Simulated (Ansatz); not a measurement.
Input file for Ansatz (an electronic-structure program):

Ansatz 0.2 input:
```yaml
crystal:
  lattice:
    - [4.4434267603, 0.0, 0.0]
    - [0.0, 4.4434267603, 0.0]
    - [0.0, 0.0, 3.6971901808]
  atoms:
    - { symbol: La, position: [0.5, 0.0, 0.2683716372] }
    - { symbol: La, position: [0.0, 0.5, 0.7316283628] }
    - { symbol: N, position: [0.5, 0.5, 0.0] }
    - { symbol: N, position: [0.0, 0.0, 0.0] }
kpoints:
  mp_grid: { grid: [5, 5, 6] }
hamiltonian:
  xc: hse06
  pseudopotentials: { kind: paw }
scf:
  n_extra_bands: 6
  occupations: { method: fixed }
output:
  eigenvalues: true
  eigenstates:
    e_range: [-9.0, 10.8]
    kpoints:
      - [0.208333, 0.208333, 0.0]  # VBM
      - [0.0, 0.0, 0.0]  # CBM
      - [0.0, 0.0, 0.0]  # GAMMA
      - [0.0, 0.0, 0.5]  # Z
      - [0.5, 0.5, 0.0]  # M
      - [0.5, 0.5, 0.5]  # A
      - [0.0, 0.5, 0.5]  # R
      - [0.0, 0.5, 0.0]  # X
```

Output (shortened):

```
Pseudopotential: La, paw, valence charge 11
Pseudopotential: N, paw, valence charge 5
Functional definition: HSE06
davidson cushion auto → on  (no smearing: the cushion is to keep the highest requested band from converging to the state above it …
Crystal: 4 atoms, lattice volume = 72.997 Å³
Basis set: ecut = 420 eV, 1445 PW (Γ)
Bands: 22, of which v1, the nominal top of the filled ones, is band 16 counted from 1 (15 counted from 0)
Symmetry: 16 space group operations
Space group: P4/nmm (ITA 129), of the structure as read, at distance tolerance 4.2e-5 Å
k-points: 24 of 150
SCF iter   1: F=—  HF=-13272.873126 eV  |F-HF|=—  |Δ(HF+E_count)|=         —  Δρ=4.57e-3  dr2=9.99e-3  ethr=1.77e-3  ⟨swp⟩=5.9  Hψ=2954  notcnv=0
preconditioner: auto → none
SCF iter   2: F=—  HF=-13272.876616 eV  |F-HF|=—  |Δ(HF+E_count)|=   3.49e-3  Δρ=2.85e-3  dr2=4.37e-3  ethr=3.12e-5  ⟨swp⟩=6.1  Hψ=2061  notcnv=0  defer=3
SCF iter   3: F=—  HF=-13272.877240 eV  |F-HF|=—  |Δ(HF+E_count)|=   6.24e-4  Δρ=1.92e-3  dr2=3.00e-3  ethr=1.37e-5  ⟨swp⟩=5.7  Hψ=1868  notcnv=0  defer=1
iter 4 solved again at ethr=1.86e-7 eV; its pass at ethr=9.36e-6 eV (dr2=5.96e-5 eV) is discarded
SCF iter   4: F=-13272.877143 eV  HF=-13272.877148 eV  |F-HF|=5.06e-6  |Δ(HF+E_count)|=   9.16e-5  Δρ=4.00e-4  dr2=8.11e-5  ethr=1.86e-7  ⟨swp⟩=7.0  Hψ=3658  notcnv=0  defer=22
SCF 1 stopped early in 4 iterations: F = -13272.877143 eV  dr2 = 8.11e-5
Crystal: 4 atoms, lattice volume = 72.997 Å³
Exchange kernel: α = 0.2500, screened, ω = 0.2079 Å⁻¹, Wigner–Seitz truncation, v(0) = 1046.4722 eV·Å³, q-mesh 5×5×6, nearest image of the exchange supercell L …
Frozen-core exchange: fock
SCF iter   1: F=—  HF=-13281.596586 eV  |F-HF|=—  |Δ(HF+E_count)|=         —  Δρ=1.10e-2  dr2=1.85e-1  ethr=2.54e-6  ⟨swp⟩=15.4  Hψ=4302  notcnv=0
preconditioner: auto → none
SCF iter   2: F=—  HF=-13281.556691 eV  |F-HF|=—  |Δ(HF+E_count)|=   3.99e-2  Δρ=1.13e-2  dr2=1.05e-1  ethr=2.54e-6  ⟨swp⟩=9.9  Hψ=3573  notcnv=0  defer=60
SCF iter   3: F=—  HF=-13281.535764 eV  |F-HF|=—  |Δ(HF+E_count)|=   2.09e-2  Δρ=2.28e-3  dr2=6.72e-3  ethr=2.54e-6  ⟨swp⟩=8.0  Hψ=3089  notcnv=0
SCF iter   4: F=—  HF=-13281.563865 eV  |F-HF|=—  |Δ(HF+E_count)|=   2.81e-2  Δρ=1.92e-3  dr2=4.53e-3  ethr=2.54e-6  ⟨swp⟩=8.9  Hψ=2867  notcnv=0  defer=49
SCF iter   5: F=—  HF=-13281.562608 eV  |F-HF|=—  |Δ(HF+E_count)|=   1.26e-3  Δρ=5.38e-4  dr2=1.93e-4  ethr=2.54e-6  ⟨swp⟩=5.8  Hψ=2093  notcnv=0
SCF iter   6: F=—  HF=-13281.562582 eV  |F-HF|=—  |Δ(HF+E_count)|=   2.66e-5  Δρ=6.31e-5  dr2=3.56e-5  ethr=1.77e-7  ⟨swp⟩=3.6  Hψ=1412  notcnv=0  defer=1
SCF iter   7: F=-13281.563082 eV  HF=-13281.563089 eV  |F-HF|=6.91e-6  |Δ(HF+E_count)|=   5.07e-4  Δρ=1.61e-4  dr2=1.18e-5  ethr=2.87e-9  ⟨swp⟩=8.8  Hψ=3583  notcnv=0  defer=126
SCF 2 stopped early in 7 iterations: F = -13281.563082 eV  dr2 = 1.18e-5
hybrid outer 1: dexx = +3.249e-2 eV, tail = 9.96e-5 eV
Crystal: 4 atoms, lattice volume = 72.997 Å³
Exchange kernel: α = 0.2500, screened, ω = 0.2079 Å⁻¹, Wigner–Seitz truncation, v(0) = 1046.4722 eV·Å³, q-mesh 5×5×6, nearest image of the exchange supercell L …
Frozen-core exchange: fock
SCF iter   1: F=—  HF=-13281.561897 eV  |F-HF|=—  |Δ(HF+E_count)|=         —  Δρ=1.55e-4  dr2=2.47e-5  ethr=1.56e-6  ⟨swp⟩=8.1  Hψ=1739  notcnv=0
preconditioner: auto → none
iter 2 solved again at ethr=2.90e-9 eV; its pass at ethr=7.29e-8 eV (dr2=9.28e-7 eV) is discarded
SCF iter   2: F=—  HF=-13281.561892 eV  |F-HF|=—  |Δ(HF+E_count)|=   5.51e-6  Δρ=3.30e-5  dr2=1.03e-6  ethr=2.90e-9  ⟨swp⟩=5.2  Hψ=3310  notcnv=0  defer=2
SCF iter   3: F=—  HF=-13281.561894 eV  |F-HF|=—  |Δ(HF+E_count)|=   1.76e-6  Δρ=3.12e-5  dr2=9.14e-7  ethr=2.41e-9  ⟨swp⟩=7.4  Hψ=2291  notcnv=0  defer=57
SCF iter   4: F=-13281.561893 eV  HF=-13281.561893 eV  |F-HF|=1.63e-9  |Δ(HF+E_count)|=   2.23e-7  Δρ=1.81e-6  dr2=9.96e-9  ethr=2.41e-9  ⟨swp⟩=5.3  Hψ=1711  notcnv=0  defer=26
SCF 3 converged in 4 iterations: F = -13281.561893 eV  dr2 = 9.96e-9
hybrid outer 2: dexx = +1.931e-6 eV, tail = 4.52e-8 eV, Δε = 6.74e-3 eV (about 2.06e-4 eV left of the loop's levels)
the search or the solves at the SCF's close seem to have found levels that the self-consistency loop had missed (the run counts 5) …
NSCF: frozen V_eff on 8 k-points
hybrid SCF converged: 2 outer / 11 inner (+4 warm-up), last move |dexx| = 1.93e-6 eV, tail = 4.52e-8 eV
Stability not checked (fock_operator)
Free energy (F): -13281.561894 eV
Frozen-core exchange: fock
Harris-Foulkes:  -13281.561894 eV  (|F-HF|=1.63e-9)
Internal energy: -13281.561894 eV  (E = F + TS)
E sigma→0 (E₀):  -13281.561894 eV
Fermi energy:    11.720874 eV
--- Per-component energies (eV) ---
  E_band       = -29.820978
  E_kinetic    = 646.951200
  E_local      = -866.449793  (includes V_loc(G=0)·N_el)
  E_nonlocal   = 278.166613
  E_hartree    = 286.231112
  E_xc         = -325.165088
  E_vxc        = -362.584463  (∫ρ·V_xc dr)
  E_exx        = -70.513604  (= α·E_x^exact, valence–valence)
  E_paw        = -11100.610997  (= ΣΔE_a)
  E_vpaw       = -157.340484  (= ΣTr[D̂ρ^β])
  E_aug_tail   = 0.000175  (compensation charges beyond the density's cutoff)
  E_ewald      = -2129.787093
  E_core_change = -0.384418  (= ΣΔE_core)
  E_smearing   =  0.000000  (= −TS)
  E_closure    = 0.000000  (closes the sum)
  Σ components = -13281.561894   (vs F -13281.561894, Δ=0.00e0)
  [band-id]    e_kinetic+e_local+e_nonlocal+2·e_hartree+e_vxc+2·e_exx+e_vpaw+e_augmentation_tail = -29.821737   (vs E_band -29.820978, Δ=-7.59e-4)
--- Band table (eV; the first three rows and the last of 24) ---
  k-point 0: bands = ["-22.0537", "-21.5774", "-5.3257", "-5.3257", "-5.1800", "-3.9423", "-3.9423", "-3.8157", "-2.1566", "-1.1636", "8.4978", "10.2466", "10.2466", "10.4655", "11.3823", "11.3823", "14.0229", "14.5230", "15.6148", "16.3295", "16.4508", "17.1045"]
  k-point 1: bands = ["-22.0018", "-21.5862", "-5.4318", "-5.2134", "-5.2134", "-4.1682", "-4.0052", "-4.0052", "-2.0964", "-0.8951", "8.6208", "9.7698", "9.9187", "9.9187", "11.1125", "11.1125", "14.2418", "14.9739", "16.1812", "16.3954", "17.1907", "17.1907"]
  k-point 2: bands = ["-21.8729", "-21.6280", "-5.8804", "-4.9151", "-4.9151", "-4.7648", "-4.2053", "-4.2053", "-1.9704", "-0.4648", "8.5594", "8.7263", "9.4309", "9.4309", "10.5060", "10.5060", "14.8620", "16.1617", "16.7761", "17.4026", "17.5335", "17.5555"]
  k-point 23: bands = ["-21.6939", "-21.6901", "-6.1593", "-5.9015", "-5.3784", "-4.9393", "-4.8184", "-4.6006", "0.4438", "0.4804", "9.0824", "9.5333", "9.8120", "10.1775", "10.6221", "11.0151", "15.5455", "15.6035", "15.7079", "16.2064", "16.9622", "17.2624"]
```

Cost: around 6 core-minutes (rough) on shared cores.

The points marked VBM and CBM come from a semilocal run.

The workflow started from a Materials Project entry (that database holds measured and hypothetical structures alike); the Crystallography Open Database copy checked does not list it. COD files the formula under space group No. 225. Whether it is the stable phase at ambient conditions was not checked. Symmetry was held in the r²SCAN relaxation. At this level the phase is mechanically unstable. Scalar-relativistic: spin–orbit coupling is off unless named, which matters more the heavier the elements.

Potentials: the later of the program's two PAW sets.

Ansatz is a plane-wave DFT program.
